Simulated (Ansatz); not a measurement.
**Question.** Each is relaxed and computed with PBE in the plane-wave PAW code Ansatz. Which is the only metal?
A. ZrGe2, P6/mmm (Zr on 1a, Ge on 2d)
B. ZrPbO3, R3c (Pb on 6a, Zr on 6a, O on 18b)
C. Si3Ge, P-4m2 (Si on 2g, Si on 1a, Ge on 1c)
D. SiGe, R-3m (Si on 6c, Ge on 6c)

**Answer.** A, ZrGe2, P6/mmm (Zr on 1a, Ge on 2d). ZrGe2: metal; ZrPbO3: gap 3.07 eV (direct); SiGe: gap 0.38 eV (indirect); Si3Ge: gap 0.39 eV (indirect). Constructed cells (a structure type filled with these elements, in neither database checked): ZrGe2, P6/mmm (Zr on 1a, Ge on 2d). Typed or built starts, not in the databases checked: ZrPbO3, R3c (Pb on 6a, Zr on 6a, O on 18b); SiGe, R-3m (Si on 6c, Ge on 6c); Si3Ge, P-4m2 (Si on 2g, Si on 1a, Ge on 1c). All cells were relaxed under the symmetry of their starts (and spin orders); stability against distortions was not tested throughout. Rows with no word on spin ran without spin polarisation. Spin–orbit coupling is left out wherever it is not named.

Potentials: the earlier of the program's two PAW sets.
